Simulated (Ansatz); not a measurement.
NbHO3 in space group Pmm2 (No. 25; Pearson symbol oP5) under volume change, PBEsol in the plane-wave PAW code Ansatz, shape and atoms relaxed at each volume.

```
V (Å³/atom)  E − E(relaxed) (meV/atom)  P (GPa)
-----------  -------------------------  -------
11.461                            45.7    14.22
11.839                            19.0     8.62
12.217                             4.4     3.87
12.594                             0.0     0.00
12.972                             3.7    -2.97
13.350                            13.1    -4.90
13.728                            25.9    -5.78
```

**Question.** What does a third-order Birch–Murnaghan fit give for V₀, B₀ and B′?

**Answer.** V₀ = 12.60 Å³/atom, B₀ = 104 GPa, B′ = 8.4.

The start of the workflow was typed in or built on a structure type; neither database checked (COD, Materials Project) lists it. Whether it is the stable phase at ambient conditions was not checked. Symmetry was held in the PBEsol relaxation. At this level the phase is dynamically unstable (imaginary phonons). The workflow began spin-polarised and lost its moments.

Potentials: the earlier of the program's two PAW sets. The files were generated under PBE; for other functionals the program regenerates the frozen cores, and for LDA and PBEsol the local potential too.
